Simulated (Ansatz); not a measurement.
**Notes on RbSe₂Br**

```xyz
4
Lattice="4.1882 0.0000 0.0000 -2.0941 3.6271 0.0000 0.0000 -2.4181 7.9232" Properties=species:S:1:pos:R:3 pbc="T T T"
Se    0.0000    0.0000    5.5193
Se    2.0941    1.2090    2.4039
Br    2.0941   -1.2090    3.9616
Rb    0.0000    0.0000    0.0000
```

Method: PBE, no spin polarisation; PAW, plane waves to 420 eV, 10×10×10 Γ-centred mesh, fermi-dirac occupations (width 0.1 eV) (Ansatz 0.2.0), atoms fixed.

Question: Which element gives electrons and which takes them?

Answer: Bader charges in e: Rb +0.73, Se -0.40, Br +0.07. In the mean Rb gives up most and Se takes most.

Question: Are the atoms at rest?

Answer: Nearly at rest: the largest force is 0.007 eV/Å.

Question: What is the formation energy?

Answer: 0.21 eV an atom against the elements' usual phases (free molecules for gases, crystals otherwise, with no correction for O₂ or N₂), so at this geometry it isn't bound against them. Relaxing would lower it.

Question: Is the cell too large or too small?

Answer: The pressure is 2.9 GPa (compression positive), so with the atoms held at these fractions the cell would first expand. The principal stresses 1.7, 3.5, 3.5 GPa differ, so its shape would change too.

Question: Metal or insulator?

Answer: It is a metal, with about 5.4 states/eV a cell as the mean within 0.25 eV of the Fermi level, mostly Se p (68 %) and Br p (27 %).

Question: Describe some of the short contacts.

Answer: Se–Br at 2.88 Å: least valence density 0.26 e/Å³ and ELF 0.33 there. Rb–Se at 3.41 Å: least valence density 0.09 e/Å³ and ELF 0.07 there. Both are smooth PAW fields, read partly inside the augmentation spheres.

Origin: a known structure type with other elements, at an estimated volume, so it need not be a known compound. Caveats: many states at the Fermi level without spin polarisation, so a magnetic state may lie lower.
